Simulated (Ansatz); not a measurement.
A geometry of ScF3 away from equilibrium: step 34 of the relaxation of a relaxed ScF3 cell, doubled along one cell vector, shaken by Gaussian noise of σ = 0.08 Å a coordinate. The numbers are results of PBE (plane waves to 420 eV, PAW, scalar-relativistic; Ansatz, a program for electronic structure), not measurements. Γ-centred k-mesh 7×4×7 on the run's cell (coarser than for final values), Fermi–Dirac smearing 0.05 eV.

```
ScF3
1.0
   -2.27592     2.62470     1.98316
    4.90025    -4.96362     4.02896
    2.31834     2.52423    -1.84028
F Sc
6 2
Direct
  0.72717   0.13544   0.53998
  0.15677   0.72282   0.59247
  0.04120   0.37414   0.21217
  0.61160   0.78676   0.15969
  0.18361   0.06242   0.96085
  0.58475   0.44716   0.79130
  0.63883   0.01193   0.96611
  0.12954   0.49765   0.78605
```

**Question.** Which atoms carry the largest force, and which way does it point?

**Answer.** 0.01 eV/Å, on F5, F6 (atoms numbered as listed); on F6 its components are (0.00, 0.01, 0.00).

**Question.** What is the pressure?

**Answer.** +2.7 GPa, compression positive.

No spin polarisation in the result.

The end of the path is a generated cell of ScF3: the first start was made by placing the elements on the sites of a structure type, and the end was not matched to a known phase here, so it may be hypothetical.
